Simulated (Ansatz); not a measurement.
## How much does the functional matter for the cell of La2In8Rh?

The starting cell is an entry of the Crystallography Open Database, a measured cell (2003, 293 K):

```
La In Rh
1.0
     4.69800    0.00000    0.00000
     0.00000    4.69800    0.00000
     0.00000    0.00000   12.34400
La In Rh
2 8 1
Direct
  0.00000 0.00000 0.30627
  0.00000 0.00000 0.69373
  0.50000 0.00000 0.50000
  0.00000 0.50000 0.50000
  0.50000 0.00000 0.11788
  0.00000 0.50000 0.11788
  0.50000 0.00000 0.88212
  0.00000 0.50000 0.88212
  0.50000 0.50000 0.30368
  0.50000 0.50000 0.69632
  0.00000 0.00000 0.00000
```

Atoms and cell were relaxed at zero pressure with plane-wave PAW DFT (Ansatz 0.2.0; one set of PAW datasets, made under PBE, for all functionals; 420 eV, r2SCAN 500 eV; 7×7×3 Γ-centred mesh, fermi-dirac occupations of width 0.100 eV; no spin polarisation, no spin-orbit coupling, no dispersion correction), keeping the symmetry (P4/mmm, No. 123).

Question: What cells and energies do LDA, PBEsol, PBE, r2SCAN give?

Answer: The relaxed conventional cells:

```csv
functional,a (Å),c (Å),volume (Å³/atom),formation energy (eV/atom)
LDA,4.629,12.147,23.67,-0.526
PBEsol,4.677,12.280,24.42,-0.508
PBE,4.763,12.510,25.80,-0.477
r2SCAN,4.726,12.430,25.24,-0.584
the entry,4.698,12.344,24.77,–
```

LDA gives the smallest volume and PBE the largest, 9.0 % more, the usual order, since LDA overbinds and PBE's gradient terms loosen the lattice. Against the entry's volume: LDA -4.4 %, PBEsol -1.4 %, PBE +4.2 %, r2SCAN +1.9 %; PBEsol and r2SCAN come about as near. The formation energies span 0.11 eV an atom, lowest under r2SCAN.

Caveats: each relaxation keeps the start's symmetry, so a distorted cell may lie lower; computed cells are at 0 K with fixed nuclei, while the entry holds thermal expansion, often some tenths of a per cent in volume and more in soft crystals; formation energies are at zero smearing against the elements' usual phases under the same functional, gases as free molecules, uncorrected.
